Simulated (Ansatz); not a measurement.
## ErH4: computed properties

Computed with Ansatz 0.2.0, DFT PBE, scalar-relativistic, plane waves, PAW, and for the lanthanide a 4f-in-core norm-conserving potential.

Cutoff 770 eV; k points 14×14×14 on the computed 5-atom cell (Γ-centred); Gaussian smearing, width 0.10 eV; no spin polarisation.

The structure is relaxed at this level of theory with its symmetry kept, and needn't be the ground state of this composition.

```
CELL_PARAMETERS angstrom
-2.20517 2.20517 1.82273
2.20517 -2.20517 1.82273
2.20517 2.20517 -1.82273
ATOMIC_POSITIONS crystal
Er 0.00000 0.00000 0.00000
H 0.50000 0.21227 0.71227
H 0.50000 0.78773 0.28773
H 0.21227 0.50000 0.71227
H 0.78773 0.50000 0.28773
```

(1) Kohn–Sham band gap?

(2) Density of states at the Fermi level?

Spin-orbit coupling is left out, which matters for the bands of heavy elements.

Answers

(1) none (metal).

(2) 0.6 states/eV per cell.

The cell was found from a structure generator's guess, not taken from experiment.

The lanthanide is trivalent by construction, without f bands, f moments or other valences.
